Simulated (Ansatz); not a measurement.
Sc:
Space group P6₃/mmc (No. 194); a = 3.319 Å, b = 3.319 Å, c = 5.163 Å, α = 90.00°, β = 90.00°, γ = 120.00°

```csv
atom,site,symmetry,x,y,z
Sc,2d,-6m2,0.6667,0.3333,0.2500
```

Relaxed with PBE.

Question: Which orbitals make up the states near the Fermi level in plane-wave PAW PBE (Ansatz code)?

Answer: Within 0.5 eV of the Fermi level: Sc 3d 86 %, outside the projected shells 9 %. Projections are on Löwdin-orthogonalised atomic valence shells; empty p or d shells of many metals are not among them.

Question: Tabulate the density of states.

Answer: States/eV per cell of 2 atoms, in 0.25 eV bins, energy from the Fermi level.

| E (eV) | total | Sc 3d | Sc 4s | Sc 3p |
|---|---|---|---|---|
| -5.30 | 0.00 | 0.00 | 0.00 | 0.00 |
| -5.05 | 0.05 | 0.00 | 0.05 | 0.00 |
| -4.80 | 0.15 | 0.00 | 0.14 | 0.00 |
| -4.55 | 0.20 | 0.00 | 0.19 | 0.00 |
| -4.30 | 0.26 | 0.00 | 0.24 | 0.00 |
| -4.05 | 0.31 | 0.01 | 0.28 | 0.00 |
| -3.80 | 0.36 | 0.01 | 0.32 | 0.01 |
| -3.55 | 0.41 | 0.02 | 0.37 | 0.01 |
| -3.30 | 0.46 | 0.04 | 0.41 | 0.01 |
| -3.05 | 0.53 | 0.06 | 0.44 | 0.01 |
| -2.80 | 0.60 | 0.09 | 0.48 | 0.01 |
| -2.55 | 0.69 | 0.14 | 0.52 | 0.01 |
| -2.30 | 0.80 | 0.22 | 0.55 | 0.01 |
| -2.05 | 0.97 | 0.34 | 0.59 | 0.01 |
| -1.80 | 1.27 | 0.60 | 0.63 | 0.01 |
| -1.55 | 1.74 | 1.05 | 0.63 | 0.01 |
| -1.30 | 1.72 | 1.18 | 0.48 | 0.01 |
| -1.05 | 1.98 | 1.49 | 0.40 | 0.01 |
| -0.80 | 2.15 | 1.78 | 0.26 | 0.01 |
| -0.55 | 2.91 | 2.66 | 0.10 | 0.02 |
| -0.30 | 3.66 | 3.19 | 0.17 | 0.02 |
| -0.05 | 4.08 | 3.48 | 0.13 | 0.02 |
| 0.20 | 3.46 | 2.93 | 0.15 | 0.02 |
| 0.45 | 1.87 | 1.61 | 0.07 | 0.01 |
| 0.70 | 1.74 | 1.59 | 0.03 | 0.00 |
| 0.95 | 3.35 | 3.02 | 0.09 | 0.01 |
| 1.20 | 5.77 | 5.03 | 0.21 | 0.01 |
| 1.45 | 4.68 | 4.35 | 0.13 | 0.01 |
| 1.70 | 5.19 | 4.94 | 0.11 | 0.01 |
| 1.95 | 4.07 | 3.90 | 0.05 | 0.00 |
| 2.20 | 2.52 | 2.44 | 0.02 | 0.00 |
| 2.45 | 2.32 | 2.27 | 0.01 | 0.00 |
| 2.70 | 2.42 | 2.37 | 0.02 | 0.00 |
| 2.95 | 2.64 | 2.59 | 0.03 | 0.00 |
| 3.20 | 3.23 | 3.14 | 0.05 | 0.00 |

Space group P6_3/mmc (hcp (Mg type)). The cell was relaxed with PBE under the symmetry of its start. The run is not spin-polarised. Axis ratios of metals converge slowly with the k-mesh, so a and c are less sure than the volume.

Potentials: the later of the program's two PAW sets.
